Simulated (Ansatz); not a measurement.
Given:

Os (hcp, Mg type)

Space group P6₃/mmc (No. 194); a = b = 2.7383 Å, c = 4.3159 Å, α = β = 90.00°, γ = 120.00°

```
atom  site  symmetry       x       y       z
----  ----  --------  ------  ------  ------
Os      2d      -6m2  0.6667  0.3333  0.2500
```

This relaxed cell (volume V₀) is scaled evenly in all directions, its shape held. Symmetry pins the atoms to their sites.

These are r2SCAN (plane waves to 500 eV, PAW, scalar-relativistic; Ansatz, a program for electronic structure) values and carry that method's errors. k mesh 19×19×11 (Γ-centred), Fermi-Dirac smearing 0.05 eV. Energies are smeared free energies. Stress and pressure are positive under compression. With the shape held, the modulus is that of even scaling; a crystal free to change shape is softer. Os is run without spin polarisation. Os was relaxed with its symmetry unable to fall. Spin-orbit coupling is left out, though Os is heavy. ΔE is measured from the relaxed starting cell.

The scan covers V/V₀ from 0.900 to 1.100 in 9 points.

What is ΔE at V/V₀ = 1.100?

156 meV/atom.

What pressure does the cell carry at V/V₀ = 0.900?

57.9 GPa.

What is ΔE at V/V₀ = 0.900?

229 meV/atom.

(A scan under strain: stresses follow from slopes of the energy per volume, elastic moduli from its curvatures.)
